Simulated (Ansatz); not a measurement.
# Relaxing manganese (beta-Sn type)

Computed with DFT, r2SCAN, plane waves (500 eV) with PAW, scalar-relativistic (Ansatz 0.2.0). The PAW files were generated under PBE, with cores re-solved for the functional.

k-point mesh 14×14×10, Fermi-Dirac smearing 0.1 eV, no spin polarisation. Cell and atoms relax.

Starting structure:

```yaml
crystal:
  lattice:
    - [-2.2438589898, 2.2438589898, 1.2251470084]
    - [2.2438589898, -2.2438589898, 1.2251470084]
    - [2.2438589898, 2.2438589898, -1.2251470084]
  atoms:
    - { symbol: Mn, position: [0.0, 0.0, 0.0] }
    - { symbol: Mn, position: [0.75, 0.25, 0.5] }
hamiltonian:
  xc: r2scan
  pseudopotentials:
    kind: paw
    azcp:
      Mn: "pseudopotentials/Mn.paw.azcp"
basis:
  ecutwfc: 500
  fft_grid_basis: typed
kpoints:
  mp_grid: { grid: [14, 14, 10], shift: [0, 0, 0] }
magnetization:
  spin_polarized: false
scf:
  occupations: { method: fermi_dirac, width: 0.1 }
relax:
  max_steps: 60
  f_tol: 0.01
  cell: {}
```

What cell does the relaxation end in?

Fddd with a = 2.359 Å, b = 4.520 Å, c = 7.923 Å; 10.56 Å³ per atom against 12.34 at the start (-14.4 %).

The cell has left the beta-Sn structure type; it ends in Fddd.

How much energy does the relaxation gain?

620.1 meV per atom.

Path of the relaxation (the plane waves are chosen anew near the end, which can shift the energy a little):

```json
{"step": "0", "E − E(final) (meV/atom)": "620.07", "V (Å³/atom)": "12.337", "P (GPa)": "-19.89", "max force (eV/Å)": "0.000"}
{"step": "1", "E − E(final) (meV/atom)": "548.43", "V (Å³/atom)": "11.501", "P (GPa)": "-6.34", "max force (eV/Å)": "0.001"}
{"step": "2", "E − E(final) (meV/atom)": "541.98", "V (Å³/atom)": "11.141", "P (GPa)": "1.36", "max force (eV/Å)": "0.001"}
{"step": "3", "E − E(final) (meV/atom)": "541.71", "V (Å³/atom)": "11.198", "P (GPa)": "0.05", "max force (eV/Å)": "0.001"}
{"step": "4", "E − E(final) (meV/atom)": "536.95", "V (Å³/atom)": "11.216", "P (GPa)": "-0.49", "max force (eV/Å)": "0.001"}
{"step": "5", "E − E(final) (meV/atom)": "475.04", "V (Å³/atom)": "11.241", "P (GPa)": "-2.53", "max force (eV/Å)": "0.000"}
{"step": "6", "E − E(final) (meV/atom)": "351.93", "V (Å³/atom)": "11.176", "P (GPa)": "-4.20", "max force (eV/Å)": "0.003"}
{"step": "7", "E − E(final) (meV/atom)": "205.96", "V (Å³/atom)": "11.019", "P (GPa)": "-4.35", "max force (eV/Å)": "0.000"}
{"step": "8", "E − E(final) (meV/atom)": "85.42", "V (Å³/atom)": "10.671", "P (GPa)": "1.07", "max force (eV/Å)": "0.001"}
{"step": "9", "E − E(final) (meV/atom)": "12.17", "V (Å³/atom)": "10.552", "P (GPa)": "1.19", "max force (eV/Å)": "0.001"}
{"step": "10", "E − E(final) (meV/atom)": "5.13", "V (Å³/atom)": "10.581", "P (GPa)": "-1.22", "max force (eV/Å)": "0.001"}
{"step": "11", "E − E(final) (meV/atom)": "2.62", "V (Å³/atom)": "10.571", "P (GPa)": "-0.52", "max force (eV/Å)": "0.001"}
{"step": "12", "E − E(final) (meV/atom)": "2.55", "V (Å³/atom)": "10.551", "P (GPa)": "0.00", "max force (eV/Å)": "0.000"}
{"step": "13", "E − E(final) (meV/atom)": "0.12", "V (Å³/atom)": "10.551", "P (GPa)": "0.35", "max force (eV/Å)": "0.001"}
{"step": "14", "E − E(final) (meV/atom)": "0.01", "V (Å³/atom)": "10.559", "P (GPa)": "0.07", "max force (eV/Å)": "0.000"}
{"step": "15", "E − E(final) (meV/atom)": "0.01", "V (Å³/atom)": "10.562", "P (GPa)": "-0.01", "max force (eV/Å)": "0.000"}
{"step": "16", "E − E(final) (meV/atom)": "0.00", "V (Å³/atom)": "10.562", "P (GPa)": "-0.01", "max force (eV/Å)": "0.000"}
```

The k-point mesh keeps fewer symmetry operations than the starting structure has, so the cell can leave it.

Spin polarisation is off here; a magnetic state may lie lower.
